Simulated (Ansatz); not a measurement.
The elements of this relaxed trial crystal are hidden behind letters.

```
lattice vectors (Å)
   3.2796    0.0000    0.0000
   0.0000    3.2796    0.0000
   0.0000    0.0000    9.2330
fractional positions
X 0.0000 0.0000 0.2429
X 0.5000 0.5000 0.5000
X 0.0000 0.0000 0.7571
Z 0.5000 0.5000 0.0000
Q 0.0000 0.0000 0.0000
Q 0.5000 0.5000 0.2404
Q 0.0000 0.0000 0.5000
Q 0.5000 0.5000 0.7596
```

Computed with DFT PBE, scalar-relativistic, plane waves, PAW in Ansatz 0.2.0. The final run on the 8-atom cell used 420 eV, a Γ-centred 12×12×4 mesh, 0.10 eV smearing and no spin polarisation.

| Property | Result |
| --- | --- |
| Space group | P4/mmm (No. 123) |
| Conventional cell | a = 3.280 Å, c = 9.233 Å |
| Volume per atom | 12.41 Å³ |
| Density | 6.18 g/cm³ |
| Energy over the elements | −0.80 eV/atom |
| Gap on the 12×12×4 mesh of the 8-atom cell | 0 eV (a metal) |

Energies are uncorrected and count from the elements' standard states at the same level.

Q: X is a d-block element of period 5, Z is a d-block element of period 4 and Q is a p-block element of period 2. Which elements are they?

A: X = Zr, Z = Ti, Q = C, so the formula is Zr3TiC4. Density times volume gives a mean mass of 6.18 × 12.41/1.6605 = 46.2 u per atom, and this set has 46.2 u. Around Zr on a site of symmetry 4mm lie 6 C at 2.24–2.37 Å and 4 Ti at 3.23 Å; Ti is surrounded by 6 C at 2.22–2.32 Å and 8 Zr at 3.23 Å; C on a site of symmetry 4/mmm has 2 Zr at 2.24 Å and 4 Ti at 2.32 Å; 3 more sites not described. Other sets within the hints have nearly the same mass, so mass alone doesn't settle it; this one was computed.

Symmetry constrained the relaxation, so the result can be a saddle point.
